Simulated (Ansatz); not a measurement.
Sn4SeS3 (P1) at 2 levels of theory

One geometry, relaxed with PBE; plane waves with PAW potentials in Ansatz, scalar-relativistic. No spin polarisation. Gaps are the least over mesh and band path; pressure is positive in compression.

```
Sn Se S
1.0
     6.01822    0.01412    0.01725
    -0.10270    6.01293    0.01582
    -1.47716   -1.52361    5.89540
Sn Se S
4 1 3
Direct
  0.21200 0.21939 0.50463
  0.65945 0.71317 0.49143
  0.56898 0.09093 0.01268
  0.03800 0.56915 0.00095
  0.05917 0.05532 0.04462
  0.60494 0.54980 0.05304
  0.65092 0.15221 0.45037
  0.20654 0.65003 0.44226
```

| level | cutoff (eV) | k mesh | gap (eV) | pressure (GPa) |
| --- | --- | --- | --- | --- |
| PBE | 420 | 6×6×6 | 0.84 | 0.0 |

**Question.** What comes out on the same cell with LDA?

**Answer.**
```json
{"level": "LDA", "cutoff (eV)": "420", "k mesh": "6×6×6", "gap (eV)": "0.76", "pressure (GPa)": "-4.1"}
```

The cell holds layers, chains or molecules and no dispersion correction was added, so their binding is poorly described.

It was reached by relaxing an invented guess, and it needn't be the stable form of this composition.
